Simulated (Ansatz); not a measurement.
Os (hcp, Mg type)

```xyz
2
Lattice="2.7549 0.0000 0.0000 -1.3774 2.3858 0.0000 0.0000 0.0000 4.3443" Properties=species:S:1:pos:R:3 pbc="T T T"
Os     0.0000     1.5905     3.2582
Os     1.3774     0.7953     1.0861
```

The slice is a (-1 1 0 2) plane (indices of the conventional cell) through the point (0.667, 0.333, 0.250) (fractional), spanned by u = [110] and v = [1 -1 1] in vectors of this cell: u (2.75 Å) and v (6.45 Å, at 90° to u). It covers one period; positions are fractions (u, v).

Level of theory: PBE (plane waves to 420 eV, PAW, scalar-relativistic; Ansatz, a first-principles code). k mesh 19×19×11. Near the nuclei the fields are pseudised (PAW); where an atom keeps semicore shells as valence, they peak there. Os is run without spin polarisation. Os was relaxed with its symmetry unable to fall. Spin-orbit coupling is left out, though Os is heavy.

Task: What is the ELF at the midpoint of the shortest Os–Os line in this plane (2.75 Å)?

Result: 0.39.

Task: What is the valence density on the shortest Os–Os line in this plane (2.75 Å), at its midpoint?

Result: 0.43 e/Å³.

Task: Predict the map of the electrostatic potential energy of an electron, from the cell's mean on the slice.

Result: 
```
|xxxxxxxx  ==  xxxxxx|
|xxxxxxxx--**--xxxxxx|
|xxxxxx..**%%**..xxxx|
|    --**%%@@%%**--  |
|====**%%@@@@@@%%**==|
|  ::==##%%@@%%##==::|
|xxxx  --##%%##--  xx|
|xxxxxx  ++##++  xxxx|
|xxxxxx  --**--  xxxx|
|xxxxxxxx--**--xxxxxx|
|xxxxxx  ==**==  xxxx|
|xxxxxx  ++##++  xxxx|
|      ==******==    |
|====++++======++++==|
|%%%%**==..  ..==**%%|
|@@%%**--      --**%%|
|@@@@**--      --**@@|
|@@%%##==::  ::==##%%|
|********++==++******|
|    ::++**##**++::  |
|xxxxxx..**##**..xxxx|
|xxxxxxxx--**--xxxxxx|
|xxxxxxxx  ==  xxxxxx|
|xxxxxxxx  ==  xxxxxx|
```
Scale: ten equal steps from 6.00 (start of ' ') to 14.94 (end of '@'), in the order ' .:-=+*#%@'. Values: electrostatic potential energy of an electron, from the cell's mean, in eV. The map has 10 points along u (two characters each, u = 0 at the left) and 24 along v (v = 0 in the bottom row). Points within 1 Å of a nucleus are blanked (x), as the pseudised field means little there. Values under 6 eV are set to 6. The zero, the cell's mean, hangs on the PAW cores.
